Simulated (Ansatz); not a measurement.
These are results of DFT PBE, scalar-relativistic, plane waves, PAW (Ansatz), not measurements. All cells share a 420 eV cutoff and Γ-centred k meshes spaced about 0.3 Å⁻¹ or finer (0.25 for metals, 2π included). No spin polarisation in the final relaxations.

Temperature and zero-point effects are left out. All come from trial cells, and lower structures may exist.

Question: These unrelaxed guesses for TiMoSe4 are each relaxed within their symmetry. Order them by the energy at which they end, lowest first.
A.

```cif
data_structure
_symmetry_space_group_name_H-M 'P-6m2'
_symmetry_Int_Tables_number 187
_cell_length_a 3.3867
_cell_length_b 3.3867
_cell_length_c 13.4221
_cell_angle_alpha 90.000
_cell_angle_beta 90.000
_cell_angle_gamma 120.000
_cell_volume 133.32
loop_
_atom_site_label
_atom_site_type_symbol
_atom_site_symmetry_multiplicity
_atom_site_Wyckoff_symbol
_atom_site_fract_x
_atom_site_fract_y
_atom_site_fract_z
_atom_site_occupancy
Ti1 Ti 1 b 0.00000 0.00000 0.50000 1
Mo1 Mo 1 e 0.66667 0.33333 0.00000 1
Se1 Se 2 i 0.66667 0.33333 0.62764 1
Se2 Se 2 g 0.00000 0.00000 0.87715 1
```

B.

```cif
data_structure
_symmetry_space_group_name_H-M 'P3m1'
_symmetry_Int_Tables_number 156
_cell_length_a 3.4200
_cell_length_b 3.4200
_cell_length_c 13.6800
_cell_angle_alpha 90.000
_cell_angle_beta 90.000
_cell_angle_gamma 120.000
_cell_volume 138.57
loop_
_atom_site_label
_atom_site_type_symbol
_atom_site_symmetry_multiplicity
_atom_site_Wyckoff_symbol
_atom_site_fract_x
_atom_site_fract_y
_atom_site_fract_z
_atom_site_occupancy
Ti1 Ti 1 a 0.00000 0.00000 0.00000 1
Mo1 Mo 1 b 0.33333 0.66667 0.50000 1
Se1 Se 1 b 0.33333 0.66667 0.11300 1
Se2 Se 1 c 0.66667 0.33333 0.88700 1
Se3 Se 1 a 0.00000 0.00000 0.37800 1
Se4 Se 1 a 0.00000 0.00000 0.62200 1
```

C.

```cif
data_structure
_symmetry_space_group_name_H-M 'P-3m1'
_symmetry_Int_Tables_number 164
_cell_length_a 3.4200
_cell_length_b 3.4200
_cell_length_c 13.6800
_cell_angle_alpha 90.000
_cell_angle_beta 90.000
_cell_angle_gamma 120.000
_cell_volume 138.57
loop_
_atom_site_label
_atom_site_type_symbol
_atom_site_symmetry_multiplicity
_atom_site_Wyckoff_symbol
_atom_site_fract_x
_atom_site_fract_y
_atom_site_fract_z
_atom_site_occupancy
Ti1 Ti 1 a 0.00000 0.00000 0.00000 1
Mo1 Mo 1 b 0.00000 0.00000 0.50000 1
Se1 Se 2 d 0.66667 0.33333 0.88600 1
Se2 Se 2 d 0.66667 0.33333 0.38300 1
```

Answer: B (ends in P3m1, 0 meV/atom), A (ends in P-6m2, 53 meV/atom), C (ends in P-3m1, 117 meV/atom).

No dispersion correction is applied, so the spacing and binding between layers, chains or molecules are poorly described (P3m1, P-6m2, P-3m1), and this can change margins and order among such cells. Cells relaxed within their symmetry can be saddle points. Some structure types and database cells were kept out of the candidates from the start, so a known form may be missing.
